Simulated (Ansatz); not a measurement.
BN (rock salt, Fm-3m) under volume change, the program Ansatz at the PBE level (PAW), scaled uniformly.

```tsv
V (Å³/atom)	E − E(relaxed) (meV/atom)	P (GPa)
4.891	60.1	42.94
5.053	___	___
5.214	___	___
5.375	0.0	0.02
5.536	5.4	-10.57
5.698	20.7	-19.71
5.859	44.6	-27.61
```

Problem. Fill in the missing entries.

Solution. 
- 5.053, E − E(relaxed) (meV/atom): 25.3
- 5.053, P (GPa): 26.49
- 5.214, E − E(relaxed) (meV/atom): 6.0
- 5.214, P (GPa): 12.28

Problem. What does a third-order Birch–Murnaghan fit give for V₀, B₀ and B′?

Solution. V₀ = 5.38 Å³/atom, B₀ = 379 GPa, B′ = 3.9.

A made-up cell: these elements were put on the sites of a structure type; neither database checked (COD, Materials Project) lists it. It is not the phase usual at ambient conditions (space group No. 186, 194, 216). The cell was relaxed with PBE under the symmetry of its start; its stability against distortions is not shown here.

Potentials: the later of the program's two PAW sets.
